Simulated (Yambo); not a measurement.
```
AlP
1.0
    0.00000     2.73489     2.73489
    2.73489     0.00000     2.73489
    2.73489     2.73489     0.00000
Al P
1 1
Cartesian
  0.00000   0.00000   0.00000
  1.36744   1.36744   1.36744
```

AlP (zinc blende, space group F-43m, No. 216): mean Im ε in 1 eV windows above the direct gap of 4.13 eV, for different electron-hole kernels (Yambo, broadening 0.15 eV, PBEsol (pw.x of Quantum ESPRESSO, ONCV potentials, no spin-orbit coupling) bands; 10×10×10 mesh, 3 valence and 4 conduction bands, static screening with 18 bands and a 4 Ry block, scissor 1.00 eV, Tamm-Dancoff; field along x).

```json
[
 {"window (eV)": "4.1 to 5.1", "independent quasiparticles": "10", "RPA (no attraction)": "7.8", "BSE": "27"},
 {"window (eV)": "5.1 to 6.1", "independent quasiparticles": "21", "RPA (no attraction)": "17", "BSE": "12"},
 {"window (eV)": "6.1 to 7.1", "independent quasiparticles": "14", "RPA (no attraction)": "12", "BSE": "7.0"},
 {"window (eV)": "7.1 to 8.1", "independent quasiparticles": "5.9", "RPA (no attraction)": "6.6", "BSE": "3.8"}
]
```

This run doesn't resolve bound excitons or single peaks, so only averages are given, and they too depend on the mesh; weight that the attraction moves below the gap isn't listed. All transitions below 8.65 eV are in the band window. The scissor comes from a G0W0 run whose convergence isn't established.

Geometry relaxed with PBEsol.
